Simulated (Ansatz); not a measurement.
One starting cell of Cr (a generated cell, Cr placed in the AFLOW prototype A_tP4_129_ac (A_d)) was relaxed twice with Ansatz (plane waves, PAW, scalar-relativistic): with r2SCAN at 500 eV and with PBE at 420 eV. The r2SCAN result:

```yaml
crystal:
  lattice:
    - [2.96216, 0.00000, 0.00000]
    - [0.00000, 2.96216, 0.00000]
    - [0.00000, 0.00000, 2.96216]
  atoms:
    - { symbol: Cr, position: [0.00000, 0.00000, 0.00000] }
    - { symbol: Cr, position: [0.50000, 0.50000, 0.50000] }
```

| quantity | r2SCAN | PBE |
|---|---|---|
| space group | Im-3m | Im-3m |
| volume (Å³/atom) | 13.00 | … |
| a (Å) | 2.962 | … |
| gap (eV, no spin-orbit coupling) | 0.00 | … |
| spin order | antiferromagnetic | … |
| net moment (μB/atom) | 0.00 | … |

Problem. What does PBE give for the same quantities?

Solution. 
- volume (Å³/atom), PBE: 11.77
- a (Å), PBE: 2.866
- gap (eV, no spin-orbit coupling), PBE: 0.00
- spin order, PBE: antiferromagnetic
- net moment (μB/atom), PBE: 0.00

Both levels end in the same structure; PBE's volume is 9.4 % smaller; so large a difference can point to a flat energy valley, in which neither volume is well fixed. Neither column is exact.

Spin states reached: antiferromagnetic; spin orders were not searched systematically.

The run could not lose the symmetry of its start; a randomly shaken copy of 4 atoms returns to this structure.

Ansatz is a quantum-chemistry and plane-wave program.
